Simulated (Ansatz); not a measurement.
Tetragonal HfO2 (relaxed group P4_2/nmc): a relaxation of cell and atoms in Ansatz 0.2.0 (r2SCAN). The starting cell comes from a relaxation with PBE.

```yaml
crystal:
  lattice:
    - [3.6044027544, 0.0, 0.0]
    - [0.0, 3.6044027544, 0.0]
    - [0.0, 0.0, 5.2642250498]
  atoms:
    - { symbol: Hf, position: [0.0, 0.0, 0.0] }
    - { symbol: Hf, position: [0.5, 0.5, 0.5] }
    - { symbol: O, position: [0.0, 0.5, 0.3067655587] }
    - { symbol: O, position: [0.0, 0.5, 0.8067655587] }
    - { symbol: O, position: [0.5, 0.0, 0.6932344413] }
    - { symbol: O, position: [0.5, 0.0, 0.1932344413] }
kpoints:
  mp_grid: { grid: [6, 6, 4] }
hamiltonian:
  xc: r2scan
scf:
  occupations: { method: fermi_dirac, width: 0.02 }
relax:
  f_tol: 0.005
  cell: {}
```

The trajectory has 7 recorded frames, each with fractional positions and then forces in eV/Å along x, y and z. The last, and any step after a large change of cell, is solved on a basis re-selected at its cell; pressure is positive in compression.

Step 1: energy 0.0 meV/atom from step 1, largest force component 0.081 eV/Å, pressure -5.82 GPa; a = 3.604 Å, b = 3.604 Å, c = 5.264 Å, α = 90.00°, β = 90.00°, γ = 90.00°
```
Hf 0.0000 0.0000 0.0000     0.000   0.000   0.000
Hf 0.5000 0.5000 0.5000     0.000   0.000   0.000
O  0.0000 0.5000 0.3068     0.000   0.000   0.081
O  0.0000 0.5000 0.8068     0.000   0.000   0.081
O  0.5000 0.0000 0.6932     0.000   0.000  -0.081
O  0.5000 0.0000 0.1932     0.000   0.000  -0.081
```

Step 2: energy -4.9 meV/atom from step 1, largest force component 0.070 eV/Å, pressure +1.84 GPa; a = 3.570 Å, b = 3.570 Å, c = 5.192 Å, α = 90.00°, β = 90.00°, γ = 90.00°
```
Hf 0.0000 0.0000 0.0000     0.000   0.000   0.000
Hf 0.5000 0.5000 0.5000     0.000   0.000   0.000
O  0.0000 0.5000 0.3050     0.000   0.000  -0.070
O  0.0000 0.5000 0.8050     0.000   0.000  -0.070
O  0.5000 0.0000 0.6950     0.000   0.000   0.070
O  0.5000 0.0000 0.1950     0.000   0.000   0.070
```

**Question.** How does the relaxation go on, and where does it end?

**Answer.**
Step 3: energy -5.3 meV/atom from step 1, largest force component 0.015 eV/Å, pressure +0.03 GPa; a = 3.575 Å, b = 3.575 Å, c = 5.214 Å, α = 90.00°, β = 90.00°, γ = 90.00°
```
Hf 0.0000 0.0000 0.0000     0.000   0.000   0.000
Hf 0.5000 0.5000 0.5000     0.000   0.000   0.000
O  0.0000 0.5000 0.3049     0.000   0.000  -0.015
O  0.0000 0.5000 0.8049     0.000   0.000  -0.015
O  0.5000 0.0000 0.6951     0.000   0.000   0.015
O  0.5000 0.0000 0.1951     0.000   0.000   0.015
```

Step 4: energy -5.4 meV/atom from step 1, largest force component 0.021 eV/Å, pressure -0.10 GPa; a = 3.578 Å, b = 3.578 Å, c = 5.205 Å, α = 90.00°, β = 90.00°, γ = 90.00°
```
Hf 0.0000 0.0000 0.0000     0.000   0.000   0.000
Hf 0.5000 0.5000 0.5000     0.000   0.000   0.000
O  0.0000 0.5000 0.3048     0.000   0.000  -0.021
O  0.0000 0.5000 0.8048     0.000   0.000  -0.021
O  0.5000 0.0000 0.6952     0.000   0.000   0.021
O  0.5000 0.0000 0.1952     0.000   0.000   0.021
```

Step 5: energy -5.4 meV/atom from step 1, largest force component 0.017 eV/Å, pressure +0.03 GPa; a = 3.576 Å, b = 3.576 Å, c = 5.199 Å, α = 90.00°, β = 90.00°, γ = 90.00°
```
Hf 0.0000 0.0000 0.0000     0.000   0.000   0.000
Hf 0.5000 0.5000 0.5000     0.000   0.000   0.000
O  0.0000 0.5000 0.3030     0.000   0.000   0.017
O  0.0000 0.5000 0.8030     0.000   0.000   0.017
O  0.5000 0.0000 0.6970     0.000   0.000  -0.017
O  0.5000 0.0000 0.1970     0.000   0.000  -0.017
```

Step 6: energy -5.4 meV/atom from step 1, largest force component 0.001 eV/Å, pressure 0.00 GPa; a = 3.577 Å, b = 3.577 Å, c = 5.202 Å, α = 90.00°, β = 90.00°, γ = 90.00°
```
Hf 0.0000 0.0000 0.0000     0.000   0.000   0.000
Hf 0.5000 0.5000 0.5000     0.000   0.000   0.000
O  0.0000 0.5000 0.3038     0.000   0.000   0.001
O  0.0000 0.5000 0.8038     0.000   0.000   0.001
O  0.5000 0.0000 0.6962     0.000   0.000  -0.001
O  0.5000 0.0000 0.1962     0.000   0.000  -0.001
```

Step 7: energy -5.2 meV/atom from step 1, largest force component 0.000 eV/Å, pressure +0.02 GPa; a = 3.577 Å, b = 3.577 Å, c = 5.202 Å, α = 90.00°, β = 90.00°, γ = 90.00°
```
Hf 0.0000 0.0000 0.0000     0.000   0.000   0.000
Hf 0.5000 0.5000 0.5000     0.000   0.000   0.000
O  0.0000 0.5000 0.3038     0.000   0.000   0.000
O  0.0000 0.5000 0.8038     0.000   0.000   0.000
O  0.5000 0.0000 0.6962     0.000   0.000   0.000
O  0.5000 0.0000 0.1962     0.000   0.000   0.000
```

In 6 steps the volume changed by -2.7 %; between the first SCF and the last, each on a basis chosen for its cell, the energy fell by 5.2 meV an atom. At the end: the symmetry is P4_2/nmc (No. 137, tetragonal); a = 3.577 Å, c = 5.202 Å in the conventional setting, 11.09 Å³ an atom. Around Hf lie 8 O at 2.06–2.39 Å; around O lie 4 Hf at 2.06–2.39 Å.

Command: `ansatz run input.yaml --threads 2 --pin off --max-ram 29491MiB --backend cpu --events-out ev --progress --plain --runs-dir out`. It took 27 s on 2 threads of AMD EPYC 7R13 Processor (Zen 3), with other jobs on the host; peak host memory 0.65 GiB.

Simulation only: spin-unpolarised, and no claim that this is the phase found in nature.
